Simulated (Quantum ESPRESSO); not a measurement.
Parts of the isotropic shielding in Na₄Cl₃F, by PBE GIPAW on JTH datasets (Quantum ESPRESSO, modified build), 30 Ha, k-mesh 3×3×3 shifted:

```yaml
crystal:
  lattice:
    - [5.52094, 0.00000, 0.00000]
    - [0.00000, 5.52094, 0.00000]
    - [0.00000, 0.00000, 5.52094]
  atoms:
    - { symbol: Na, position: [0.00000, 0.00000, 0.00000] }
    - { symbol: F, position: [0.50000, 0.00000, 0.00000] }
    - { symbol: Na, position: [0.00000, 0.50000, 0.50000] }
    - { symbol: Cl, position: [0.50000, 0.50000, 0.50000] }
    - { symbol: Na, position: [0.50000, 0.00000, 0.50000] }
    - { symbol: Cl, position: [0.00000, 0.00000, 0.50000] }
    - { symbol: Na, position: [0.50000, 0.50000, 0.00000] }
    - { symbol: Cl, position: [0.00000, 0.50000, 0.00000] }
```
The cell was made here from a computed Materials Project entry: one of 4 Cl replaced by F, cell and atoms relaxed (PBE without dispersion, pw.x of Quantum ESPRESSO, symmetry kept). The parent is NaCl in Fm-3m. The swapped cell is a model, not a known phase. Stability against distortions was not tested.

The core term is that of the free atom's frozen core; the paramagnetic column sums the reconstruction terms. Shieldings are absolute and leave out the bulk-susceptibility term; a larger σ means a smaller chemical shift. By our sweeps, such settings leave a few ppm in absolute σ. No d partial waves on Na, Cl: the paramagnetic term there is incompletely reconstructed.

| site | core | bare (smooth current) | diamagnetic correction | paramagnetic corrections | σ_iso (ppm) |
|---|---|---|---|---|---|
| Na1 (atoms 1, 5, 7) | 377.3 | 82.2 | 154.7 | [?] | [?] |
| F (atom 2) | 306.4 | 99.5 | 50.4 | [?] | [?] |
| Na2 (atom 3) | 377.3 | 81.7 | 154.8 | [?] | [?] |
| Cl (atoms 4, 6, 8) | 1050.8 | 93.0 | -12.0 | [?] | [?] |

Question: What belongs in the gaps?

Answer: 
- Na1 (atoms 1, 5, 7), paramagnetic corrections: -67.2
- Na1 (atoms 1, 5, 7), σ_iso (ppm): 547.0
- F (atom 2), paramagnetic corrections: -77.7
- F (atom 2), σ_iso (ppm): 378.6
- Na2 (atom 3), paramagnetic corrections: -79.4
- Na2 (atom 3), σ_iso (ppm): 534.4
- Cl (atoms 4, 6, 8), paramagnetic corrections: -146.9
- Cl (atoms 4, 6, 8), σ_iso (ppm): 985.0
